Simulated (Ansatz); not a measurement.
Relaxed-ion elastic tensor of CoTe (NiAs type, P6_3/mmc) in GPa (Voigt order), DFT-LDA in the program Ansatz with PAW potentials; density 9.51 g/cm³, 16.28 Å³ per atom.

```
 234   107  96.4   0.0   0.0   0.0
 107   234  96.4   0.0   0.0   0.0
96.4  96.4   239   0.0   0.0   0.0
 0.0   0.0   0.0  57.7   0.0   0.0
 0.0   0.0   0.0   0.0  57.7   0.0
 0.0   0.0   0.0   0.0   0.0  63.8
```

Q: Is the crystal mechanically stable?

A: Yes: the smallest eigenvalue of C is 57.7 GPa.

Q: Work out the Voigt, Reuss and Hill averages.

A: K_V = 145, K_R = 145, K_H = 145; G_V = 63.0, G_R = 62.6, G_H = 62.8 GPa.

Q: Give Young's modulus, Poisson's ratio, Pugh's ratio and the universal anisotropy index.

A: E = 9KG/(3K + G) = 165 GPa; ν = 0.31; K/G = 2.31 (ductile by the Pugh limit of 1.75); A_U = 5G_V/G_R + K_V/K_R − 6 = 0.03.

Q: Estimate the sound speeds and the Debye temperature.

A: v_l = √((K + 4G/3)/ρ) = 4910 m/s, v_t = √(G/ρ) = 2570 m/s, mean 2870 m/s; Θ = (h/k)(3n/4πV)^(1/3) v_m = 338 K.

Q: Solve the Christoffel equation for the three sound speeds along x, y, z.

A: Eigenvalues of C_ijkl n_j n_l equal ρv². In km/s, slowest first: x 2.46, 2.59, 4.96; y 2.46, 2.59, 4.96; z 2.46, 2.46, 5.01.

Q: How much does each axis shrink under pressure?

A: Linear compressibilities β_i = Σ_j S_ij (j = 1 to 3): x 2.3, y 2.3, z 2.4 per TPa.

The workflow started from a Materials Project entry (that database holds measured and hypothetical structures alike); the Crystallography Open Database files this formula in space group No. 194, but the cells were not matched. Its standing as an ambient phase is unchecked. Symmetry was held in the LDA relaxation; of distortions, only those at the zone centre were tested. The run is not spin-polarised. As this level gives no gap, shear constants depend on the k-mesh and smearing (Fermi–Dirac, 0.1 eV here). Spin–orbit coupling is left out wherever it is not named.

Potentials: the later of the program's two PAW sets.
